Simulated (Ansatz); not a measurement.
Input and command of a plane-wave DFT calculation in Ansatz:

```yaml
crystal:
  lattice:
    - [2.462648679, 0.0, 0.0]
    - [0.0032745327, 5.427427264, 0.0]
    - [1.1089758705, 1.4775199332, 5.3032626754]
  atoms:
    - { symbol: Na, position: [0.9083382165, 0.6850340898, 0.1860795126] }
    - { symbol: Na, position: [0.0916617835, 0.3149659102, 0.8139204874] }
    - { symbol: Be, position: [0.3122000578, 0.1285146526, 0.3632112682] }
    - { symbol: Be, position: [0.6877999422, 0.8714853474, 0.6367887318] }
basis:
  ecutwfc: 420
kpoints:
  mp_grid: { grid: [8, 4, 4] }
hamiltonian:
  xc: pbe
scf:
  occupations: { method: gaussian, width: 0.1 }
  lower_state_search: "off"
output:
  forces: true
  stress: true
  eigenvalues: true
```

```bash
ansatz run input.yaml --threads 1 --pin off --max-ram 2560MiB --backend cpu --events-out ev --progress --plain --runs-dir out
```

Processor: Arm Neoverse V1, 1 thread, on a host shared with other jobs.

Question: Estimate time, memory and problem size.

Answer: About 3.9 s on 1 thread of Arm Neoverse V1 (shared host), peak memory 0.34 GiB. It solves 15 bands at 68 k points (the mesh reduced by the symmetry that the task leaves, which can be less than the crystal's) with about 1373 plane waves, in 7 SCF iterations.
